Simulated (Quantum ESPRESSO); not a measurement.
**Convergence of NMR parameters in GaN**

```xyz
2
Lattice="0.0000 2.2535 2.2535 2.2535 0.0000 2.2535 2.2535 2.2535 0.0000" Properties=species:S:1:pos:R:3 pbc="T T T"
Ga     0.0000     0.0000     0.0000
N      3.3802     3.3802     3.3802
```
The cell comes from the Materials Project (a computed structure). It is GaN in F-43m. Stability against distortions was not tested.

Method: σ by PBE GIPAW (a modified build of Quantum ESPRESSO, JTH PAW datasets). The cutoff rises from row to row, with the meshes as listed. These are absolute shieldings with no macroscopic susceptibility term; δ = σ_ref − σ needs a reference computed alike. Static lattice: thermal averaging is not included.

```json
[
 {"setting": "A", "cutoff (Ha)": "15.5", "k-mesh": "5×5×5 through Γ", "σ_iso Ga (ppm)": "1275.9", "σ_iso N (ppm)": "-84.5", "f-sum rule missed by (%)": "2.4"},
 {"setting": "B", "cutoff (Ha)": "17.5", "k-mesh": "7×7×7 shifted", "σ_iso Ga (ppm)": "1319.4", "σ_iso N (ppm)": "129.0", "f-sum rule missed by (%)": "0.14"},
 {"setting": "C", "cutoff (Ha)": "25", "k-mesh": "10×10×10 shifted", "σ_iso Ga (ppm)": "1318.4", "σ_iso N (ppm)": "111.0", "f-sum rule missed by (%)": "0.01"},
 {"setting": "D", "cutoff (Ha)": "35", "k-mesh": "14×14×14 shifted", "σ_iso Ga (ppm)": "1318.5", "σ_iso N (ppm)": "109.1", "f-sum rule missed by (%)": "0.00"}
]
```

Largest change from the last row but one to the last: σ_iso N (ppm) by -1.9.
